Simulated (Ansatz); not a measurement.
An elastic tensor (GPa, Voigt order, standard axes) from plane-wave PAW PBEsol (Ansatz code):

```
335  174  174  0.0  0.0  0.0
174  335  174  0.0  0.0  0.0
174  174  335  0.0  0.0  0.0
0.0  0.0  0.0  133  0.0  0.0
0.0  0.0  0.0  0.0  133  0.0
0.0  0.0  0.0  0.0  0.0  133
```

Q: Pick the material that matches.
(A) ZrAl3, Cu3Au type
(B) ScPt3, Cu3Au type
(C) ScS, rock salt
(D) ScPt, CsCl type

A: B, ScPt3, Cu3Au type

Space group Pm-3m (Cu3Au type). The workflow started from a Materials Project entry (that database holds measured and hypothetical structures alike); the Crystallography Open Database files this formula in space group No. 221, but the cells were not matched. Whether it is the stable phase at ambient conditions was not checked. The PBEsol relaxation kept the symmetry of its start; of distortions, only those at the zone centre were tested. No spin polarisation was allowed. As this level gives no gap, shear constants depend on the k-mesh and smearing (Fermi–Dirac, 0.1 eV here). Spin–orbit coupling is left out wherever it is not named.

Potentials: the later of the program's two PAW sets.
